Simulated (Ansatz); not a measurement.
SnO$_{2}$ (rutile)

```yaml
crystal:
  lattice:
    - [4.76854, 0.00000, 0.00000]
    - [0.00000, 4.76854, 0.00000]
    - [0.00000, 0.00000, 3.21140]
  atoms:
    - { symbol: Sn, position: [0.00000, 0.00000, 0.00000] }
    - { symbol: Sn, position: [0.50000, 0.50000, 0.50000] }
    - { symbol: O, position: [0.30630, 0.30630, 0.00000] }
    - { symbol: O, position: [0.80630, 0.19370, 0.50000] }
    - { symbol: O, position: [0.19370, 0.80630, 0.50000] }
    - { symbol: O, position: [0.69370, 0.69370, 0.00000] }
```

Two-dimensional scan of atom 5 (O, nearest neighbour Sn at 2.066 Å; its periodic images, 3.2 Å or more away, move with it): u runs along (0.707, 0.707, 0.000), v along (0.000, 0.000, 1.000) (Cartesian). Cell and other atoms are fixed.

The numbers are results of PBEsol (plane waves to 420 eV, PAW, scalar-relativistic; Ansatz, a first-principles code), not measurements. k mesh 6×6×8 (Γ-centred), Fermi-Dirac smearing 0.05 eV. E stands for the smeared free energy. SnO2 was relaxed with its symmetry unable to fall. The PAW data are Ansatz's earlier set. The zero of ΔE is the undisplaced structure. Axes are in Å.

### Question
Give the computed ΔE (eV/cell) at all points of the grid u = -0.520, -0.347, -0.173, 0.000, 0.173, 0.347, 0.520 by v = -0.520, -0.347, -0.173, 0.000, 0.173, 0.347, 0.520.

### Answer
ΔE (eV/cell), with u across and v down:

```tsv
v \ u	-0.520	-0.347	-0.173	0.000	0.173	0.347	0.520
-0.520	1.977	1.902	1.908	1.920	1.908	1.902	1.977
-0.347	1.145	0.925	0.823	0.795	0.823	0.925	1.145
-0.173	0.684	0.393	0.238	0.190	0.238	0.393	0.684
0.000	0.538	0.225	0.054	0.000	0.054	0.225	0.538
0.173	0.684	0.393	0.238	0.190	0.238	0.393	0.684
0.347	1.145	0.925	0.823	0.795	0.823	0.925	1.145
0.520	1.977	1.902	1.908	1.920	1.908	1.902	1.977
```

(A displaced cell: forces are minus the slopes of the energy, force constants its curvatures, and phonons follow from these.)
